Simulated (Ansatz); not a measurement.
CdBr2 in space group P6_3mc (No. 186; Cd on 2b, Br on 2a, Br on 2b), plane-wave PAW r²SCAN+D4 (Ansatz code). The conduction-band minimum lies at Γ, with 1 equivalent valley. Second derivatives d²E/dk² of the lowest band at one valley (eV·Å²), along Cartesian directions:

```json
[
 {"direction": "[100]", "d²E/dk²": "27.00"},
 {"direction": "[010]", "d²E/dk²": "27.00"},
 {"direction": "[001]", "d²E/dk²": "24.04"},
 {"direction": "[110]", "d²E/dk²": "27.00"},
 {"direction": "[101]", "d²E/dk²": "25.52"},
 {"direction": "[011]", "d²E/dk²": "25.52"}
]
```

**Question.** Find the principal effective masses, the density-of-states mass and the conductivity mass.

**Answer.** Off-diagonal terms follow from H_xy = H[110] − (H_xx + H_yy)/2, and m*/mₑ = 7.620 eV·Å² over each eigenvalue: 0.28, 0.28, 0.32. One valley's DOS mass (m₁m₂m₃)^(1/3) = 0.29, conductivity mass 3/(Σ 1/mᵢ) = 0.29 mₑ.

**Question.** What effective density of states Nc follows at 300 K for parabolic valleys?

**Answer.** Nc = 2.509e19 × 1 × (0.29)^(3/2) ≈ 3.9e18 cm⁻³.

The workflow started from a Materials Project entry (that database holds measured and hypothetical structures alike); the Crystallography Open Database files this formula in space group No. 186, but the cells were not matched. Whether it is the stable phase at ambient conditions was not checked. The r²SCAN+D4 relaxation kept the symmetry of its start; its stability against distortions is not shown here. Scalar-relativistic: spin–orbit coupling is off unless named, which matters more the heavier the elements.

Potentials: the later of the program's two PAW sets.

Edges and masses are those of Kohn–Sham bands, whose gap is no quasiparticle gap.
